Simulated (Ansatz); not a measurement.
Relaxed CsPbBr3 (cubic perovskite):

```yaml
crystal:
  lattice:
    - [6.00308, 0.00000, 0.00000]
    - [0.00000, 6.00308, 0.00000]
    - [0.00000, 0.00000, 6.00308]
  atoms:
    - { symbol: Cs, position: [0.00000, 0.00000, 0.00000] }
    - { symbol: Pb, position: [0.50000, 0.50000, 0.50000] }
    - { symbol: Br, position: [0.00000, 0.50000, 0.50000] }
    - { symbol: Br, position: [0.50000, 0.50000, 0.00000] }
    - { symbol: Br, position: [0.50000, 0.00000, 0.50000] }
```

In this cell atom 1 (Cs, nearest neighbour Br at 4.245 Å; its periodic images, 6.0 Å or more away, move with it) is moved by u·(1.000, 0.000, 0.000) + v·(0.000, 0.000, 1.000); the rest is frozen.

All values below come from PBE (plane waves to 420 eV, PAW, scalar-relativistic; Ansatz, an electronic-structure program). k mesh 5×5×5 (Γ-centred), Fermi-Dirac smearing 0.05 eV. Energies are smeared free energies. CsPbBr3 was relaxed with its symmetry unable to fall. Spin-orbit coupling is left out, though Pb is heavy. This is a high-temperature form of CsPbBr3. The zero of ΔE is the undisplaced structure. Axes are in Å.

```csv
ΔE (eV/cell),u = -0.640,u = -0.427,u = -0.213,u = 0.000,u = 0.213,u = 0.427,u = 0.640
v = -0.640,[?],0.0521,0.0262,0.0189,0.0262,0.0521,[?]
v = -0.427,0.0521,0.0213,0.0083,[?],0.0083,0.0213,0.0521
v = -0.213,0.0262,0.0083,0.0020,0.0007,0.0020,0.0083,0.0262
v = 0.000,0.0189,[?],0.0007,0.0000,0.0007,[?],0.0189
v = 0.213,0.0262,0.0083,0.0020,0.0007,0.0020,0.0083,0.0262
v = 0.427,0.0521,0.0213,0.0083,[?],0.0083,0.0213,0.0521
v = 0.640,[?],0.0521,0.0262,0.0189,0.0262,0.0521,[?]
```

Task: What belongs in the gaps?

Result: 
- v = -0.640, u = -0.640: 0.1077
- v = -0.640, u = 0.640: 0.1077
- v = -0.427, u = 0.000: 0.0049
- v = 0.000, u = -0.427: 0.0049
- v = 0.000, u = 0.427: 0.0049
- v = 0.427, u = 0.000: 0.0049
- v = 0.640, u = -0.640: 0.1077
- v = 0.640, u = 0.640: 0.1077

(A displaced cell: forces are minus the slopes of the energy, force constants its curvatures, and phonons follow from these.)
